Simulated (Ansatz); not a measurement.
The relaxed structure here is a generated cell of Al: the first start was made by placing the elements on the sites of a structure type, and the end was not matched to a known phase here, so it may be hypothetical. Known forms of Al include space group No. 225.

The end point of a relaxation of Al. Space group P6/mmm (No. 191). The numbers are results of PBE (plane waves to 420 eV, PAW, scalar-relativistic; Ansatz, a quantum-chemistry and plane-wave program), not measurements.

```cif
data_Al3
_chemical_formula_sum 'Al3'
_space_group_name_H-M_alt 'P 1'
_space_group_IT_number 1
_cell_length_a 4.61885
_cell_length_b 4.61885
_cell_length_c 2.78466
_cell_angle_alpha 90.000
_cell_angle_beta 90.000
_cell_angle_gamma 120.000
loop_
_space_group_symop_operation_xyz
  'x, y, z'
loop_
_atom_site_label
_atom_site_type_symbol
_atom_site_fract_x
_atom_site_fract_y
_atom_site_fract_z
_atom_site_occupancy
Al1 Al 0.00000 0.00000 0.00000 1
Al2 Al 0.33333 0.66667 0.50000 1
Al3 Al 0.66667 0.33333 0.50000 1
```

| Property | Value |
|---|---|
| Volume per atom | 17.15 Å³ |
| Band gap | no gap (metallic) |
| Shortest distances | Al–Al 2.67 Å |
| k-mesh | 12×12×17 |

No spin polarisation in the result.

The run could not lower the symmetry of its start; a shaken copy of this end point relaxes with PBE to Fm-3m (No. 225), 0.11 eV/atom lower.
